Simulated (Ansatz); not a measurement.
Relaxed HfC (rock salt):

```
CELL_PARAMETERS angstrom
      0.00000     4.65154     4.65154
      2.32577     2.32577     4.65154
      2.32577     2.32577     0.00000
ATOMIC_POSITIONS crystal
  C  0.00000 0.00000 0.00000
  C  0.50000 0.00000 0.00000
  Hf 0.00000 0.50000 0.50000
  Hf 0.50000 0.50000 0.50000
```

A phonon eigenvector at X = (0.5, 0.5, 0.0) is frozen into this cell: atom i moves by Q times the vector below, so Q is the largest atomic displacement, in Å. The cell is held. It is one choice among 2 degenerate patterns. (q is in reciprocal vectors of the primitive cell; the cell shown is doubled to hold the pattern.)

```
atom      x       y      z
----  -----  ------  -----
C1    0.000   1.000  0.000
C2    0.000  -1.000  0.000
Hf3   0.000   0.007  0.000
Hf4   0.000  -0.007  0.000
```

Computed with PBE (plane waves to 420 eV, PAW, scalar-relativistic; Ansatz, an electronic-structure program). k mesh 17×17×17 (Γ-centred), Fermi-Dirac smearing 0.05 eV. E stands for the smeared free energy. Compression counts positive. With partly filled bands, energies and forces of such displacements shift with the k mesh and the smearing. HfC is run without spin polarisation. HfC was relaxed with its symmetry unable to fall. Spin-orbit coupling is left out, though Hf is heavy. The zero of ΔE is the undisplaced structure.

| Q (Å) | ΔE (meV/cell) | P (GPa) |
|---|---|---|
| -0.100 | [?] | 0.9 |
| -0.083 | [?] | 0.6 |
| -0.067 | 47 | 0.4 |
| -0.050 | [?] | 0.2 |
| -0.033 | 12 | 0.1 |
| -0.017 | 3 | 0.0 |
| 0.000 | 0 | 0.0 |
| 0.017 | 3 | 0.0 |
| 0.033 | 12 | 0.1 |
| 0.050 | [?] | 0.2 |
| 0.067 | 47 | 0.4 |
| 0.083 | [?] | 0.6 |
| 0.100 | [?] | 0.9 |

Q: What belongs in the gaps?

A: 
- -0.100, ΔE (meV/cell): 106
- -0.083, ΔE (meV/cell): 73
- -0.050, ΔE (meV/cell): 26
- 0.050, ΔE (meV/cell): 26
- 0.083, ΔE (meV/cell): 73
- 0.100, ΔE (meV/cell): 106

(A displaced cell: forces are minus the slopes of the energy, force constants its curvatures, and phonons follow from these.)
